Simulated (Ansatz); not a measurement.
Rh:
```xyz
4
Lattice="2.6893 0.0000 0.0000 -1.3446 2.3290 0.0000 0.0000 0.0000 8.7744" Properties=species:S:1:pos:R:3 pbc="T T T"
Rh     0.0000     0.0000     0.0000
Rh     0.0000     0.0000     4.3872
Rh     0.0000     1.5527     2.1936
Rh     1.3446     0.7763     6.5808
```

Relaxed with r²SCAN. Special points in fractions of this cell's reciprocal vectors: Γ (0.000, 0.000, 0.000); M (0.500, 0.000, 0.000); K (0.333, 0.333, 0.000); A (0.000, 0.000, 0.500); L (0.500, 0.000, 0.500); H (0.333, 0.333, 0.500).

### Question
List the band energies nearest the Fermi level at these points for r²SCAN (plane waves, PAW; program Ansatz).

### Answer
In eV from the Fermi level; about four levels below and three above (degenerate sets whole), none deeper than 8.9 eV; points with the same levels are listed once.

| k | below | above |
|---|---|---|
| Γ | -0.92 -0.92 -0.39 -0.39 | 0.43 0.43 0.88 |
| M | -2.73 -2.24 -1.65 -1.64 | 0.51 0.56 0.61 |
| K | -1.87 -1.87 -0.83 -0.83 -0.05 | 0.11 0.11 0.29 |
| A | -1.22 -1.22 -1.22 -1.22 -1.05 -1.05 | 0.06 0.06 0.06 0.06 |
| L | -1.00 -1.00 -0.14 -0.14 | 0.59 0.59 0.83 0.83 |
| H | -1.86 -1.86 -1.14 -1.14 | 0.13 0.13 0.40 0.40 |

Space group P6_3/mmc (dhcp (α-La type)). The first step of the workflow began from a Materials Project structure, measured or hypothetical; the Crystallography Open Database copy checked does not list it. It is not the phase usual at ambient conditions (space group No. 225). The r²SCAN relaxation kept the symmetry of its start; of distortions, only those at the zone centre were tested. The run is not spin-polarised. Spin–orbit coupling is left out wherever it is not named.

Potentials: the later of the program's two PAW sets.
